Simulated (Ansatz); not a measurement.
Input:

HgSe (zinc blende)

```
HgSe
1.0
    0.00000     3.06666     3.06666
    3.06666     0.00000     3.06666
    3.06666     3.06666     0.00000
Se Hg
1 1
Direct
  0.25000   0.25000   0.25000
  0.00000   0.00000   0.00000
```

Equation-of-state scan: isotropic scaling of the cell above, V₀ being its volume. Symmetry pins the atoms to their sites.

All values below come from PBEsol (plane waves to 420 eV, PAW, scalar-relativistic; Ansatz, a quantum-chemistry and plane-wave program). k mesh 9×9×9 (Γ-centred), Fermi-Dirac smearing 0.05 eV. E stands for the smeared free energy. Stress and pressure are positive under compression. At this level the bands of HgSe touch or barely overlap. HgSe was relaxed with its symmetry unable to fall. Spin-orbit coupling is left out, though Hg is heavy. ΔE is measured from the relaxed starting cell.

The scan covers V/V₀ from 0.840 to 1.160 in 13 points.

### Question
What is ΔE at V/V₀ = 0.840?

### Answer
168 meV/atom.

### Question
What is ΔE at V/V₀ = 1.160?

### Answer
88 meV/atom.

### Question
What pressure does the cell carry at V/V₀ = 0.840?

### Answer
13.9 GPa.

(A scan under strain: stresses follow from slopes of the energy per volume, elastic moduli from its curvatures.)
